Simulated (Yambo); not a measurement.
G0W0@PBEsol for PbI2 (space group P6_3mc, No. 186) in Yambo (3×3×1 mesh, 7 Ry block, plasmon pole, screening fixed), without a terminator:

| bands N in G | gap Γ → Γ (eV) | shift of the valence edge (eV) |
|---|---|---|
| 130 | 3.114 | -0.361 |
| 232 | 3.179 | -0.624 |
| 369 | 3.206 | -0.740 |

Problem. Extrapolate both columns to infinite N with E(N) = E∞ + A/N, test the form, and compare with the terminator.

Solution. From two points, E∞ = (N2 E2 − N1 E1)/(N2 − N1). The two largest N give 3.25 eV for the gap and -0.94 eV for the shift; the two smallest give 3.26 eV and -0.96 eV. For the gap the slopes A are -19 and -17 eV: the 1/N form holds. For the shift the slopes A are 78 and 72 eV: the 1/N form holds. With the Bruneval-Gonze terminator and 369 bands the run gives 3.24 eV and -0.83 eV, 0.02 eV and 0.10 eV from the extrapolated values: the terminator too is an estimate of the remainder. Block, mesh and the bands in W are held fixed.

The standard potential for Pb keeps a d shell in the valence without the s and p states of that shell. In tests on such compounds this moved G0W0 gaps by up to about 0.9 eV, so absolute quasiparticle energies here are unreliable; differences between settings are what counts.

Spin-orbit coupling is not included.

Geometry of the Materials Project entry, not relaxed at this level; primitive cell a = b = 4.6178 Å, c = 14.5512 Å, α = β = 90.00°, γ = 120.00°.

This is not the ordinary phase of the substance.

A shift is the quasiparticle energy of the state minus its PBEsol energy.
